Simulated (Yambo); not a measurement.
## Convergence of the G0W0 gap of Cs$_{2}$NaInH$_{6}$

G0W0@LDA for Cs$_{2}$NaInH$_{6}$ (space group Fm-3m, No. 225) in Yambo. Reference settings: 2×2×2 Γ-centred k mesh, bands 2 to 310 and a 8 Ry block in the screening, 310 bands in G with the Bruneval-Gonze terminator, plasmon pole fitted at 27.2 eV. The LDA gap X → Γ on this mesh is 0.88 eV; G0W0 gaps are taken between the same points.

```csv
change from the reference,G0W0 gap X → Γ (eV),shift of the valence edge (eV),rough Yambo cost
reference settings,2.36,-0.93,1
"65 bands in W, 65 bands in G",2.37,-0.39,about 1/4
wavefunctions cut at 20 Ry,2.38,-0.92,within a factor of two
exchange cut at 10 Ry,2.41,-0.78,–
"65 bands in W, 65 bands in G, 5 Ry block",2.34,-0.37,about 1/5
"109 bands in W, 109 bands in G, 2 Ry block",2.18,-0.49,about 1/4
"109 bands in W, 109 bands in G, 6 Ry block",2.32,-0.62,about 1/3
"165 bands in W, 165 bands in G, 2 Ry block",2.14,-0.55,about 1/3
5 Ry block,2.25,-0.83,within a factor of two
6 Ry block,2.28,-0.86,within a factor of two
"109 bands in W, 109 bands in G, 3 Ry block, no terminator",2.21,-0.41,about 1/4
"165 bands in W, 165 bands in G, 3 Ry block, no terminator",2.17,-0.56,about 1/3
"109 bands in W, 109 bands in G, no terminator",2.30,-0.45,about 1/3
"165 bands in W, 165 bands in G, no terminator",2.31,-0.65,within a factor of two
"3 Ry block, no terminator",2.13,-0.67,within a factor of two
```

The reference isn't shown to be the converged limit. Costs are rough (shared machines), scaled to the same edge states, and given only for runs that recompute the screening.

Spin-orbit splittings are left out.

The standard potential for In keeps a d shell in the valence without the s and p states of that shell. In tests on such compounds this moved G0W0 gaps by up to about 0.9 eV, so absolute quasiparticle energies here are unreliable; differences between settings are what counts.

Geometry of the Materials Project entry, not relaxed at this level; primitive cell a = b = c = 6.262 Å, α = β = γ = 60.00°.

The structure is a Materials Project entry; no match was found in the copy of COD used, and its stability was not checked.

A shift is the quasiparticle energy of the state minus its LDA energy.
